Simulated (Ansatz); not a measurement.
# BiF: reading a single point

```yaml
crystal:
  lattice:
    - [0.00000, 3.79704, 0.00000]
    - [3.79704, 0.00000, 0.00000]
    - [1.89852, 1.89852, -5.65406]
  atoms:
    - { symbol: Bi, position: [0.11100, 0.11100, 0.77800] }
    - { symbol: Bi, position: [0.88900, 0.88900, 0.22200] }
    - { symbol: F, position: [0.32300, 0.32300, 0.35400] }
    - { symbol: F, position: [0.67700, 0.67700, 0.64600] }
```

The numbers come from plane-wave PAW DFT (Ansatz): PBE, no spin polarisation, 420 eV, 9×9×9 Γ-centred k points, fermi-dirac occupations (width 0.1 eV). Nothing was relaxed.

(1) Describe some of the short contacts.

(2) Metal or insulator?

(3) How is the charge shared?

(4) Where is the largest force?

(5) Is it stable against the elements?

Origin: a known structure type with other elements, at an estimated volume, so it need not be a known compound. Caveats: many states at the Fermi level without spin polarisation, so a magnetic state may lie lower; atoms or cell far from equilibrium.

Answers

(1) Bi–F at 2.40 Å: least valence density 0.36 e/Å³ and ELF 0.16 there. Bi–Bi at 2.51 Å: least valence density 0.61 e/Å³ and ELF 0.35 there. These are pseudo-fields; inside the PAW spheres they differ from the all-electron ones.

(2) It is a metal, with about 2.6 states/eV a cell as the mean within 0.25 eV of the Fermi level, mostly Bi p (72 %) and F p (18 %).

(3) Bader charges in e: Bi +0.80, F -0.80. In the mean Bi gives up most and F takes most.

(4) The largest is on Bi2 (and as large on other atoms): 4.87 eV/Å, components (0.00, 0.00, -4.87). It makes 0° with the line to a nearest neighbour, F4 at 2.40 Å, pointing towards it.

(5) -0.61 eV an atom against the elements' usual phases (free molecules for gases, crystals otherwise, with no correction for O₂ or N₂), so it is bound against them; other compounds may still compete. Relaxing would lower it.
